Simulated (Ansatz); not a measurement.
**Computed properties of Sn**

Sn:
Space group Im-3m (No. 229); a = b = c = 8.103 Å, α = β = γ = 90.00°

```
atom  site  symmetry       x       y       z
----  ----  --------  ------  ------  ------
Sn     12d     -4m.2  0.0000  0.2500  0.5000
```
(The calculation used a cell of 6 atoms; values per cell refer to that cell.)

Space group Im-3m (No. 229); conventional cell a = b = c = 8.103 Å, α = β = γ = 90.00°.

Method: plane-wave PAW r²SCAN (Ansatz code). Structure relaxed to zero pressure with the same functional. Other levels are named where they apply.

**Cell and energy**

- Volume per atom = 44.33 Å³
- Density = 4.45 g/cm³

**Electronic structure**

- Electronic character = no gap, with almost no states at the Fermi level (zero-gap or semimetallic)
- Density of states at the Fermi level = 0.00 states/eV per atom (mean over ±0.08 eV)
- Gap with spin–orbit coupling = none (metallic)

**Mechanics**

* **Bulk modulus (Birch–Murnaghan fit)**: 32.3 GPa
* **Pressure derivative B′**: 4.8

The start of the workflow was typed in or built on a structure type; the Crystallography Open Database copy checked does not list it. It is not the phase usual at ambient conditions (space group No. 141). Symmetry was held in the r²SCAN relaxation; whether a distortion lowers the energy is not shown. The volume moved by 33 % from the start of the relaxation. Scalar-relativistic: spin–orbit coupling is off unless named, which matters more the heavier the elements.

Potentials: the earlier of the program's two PAW sets.
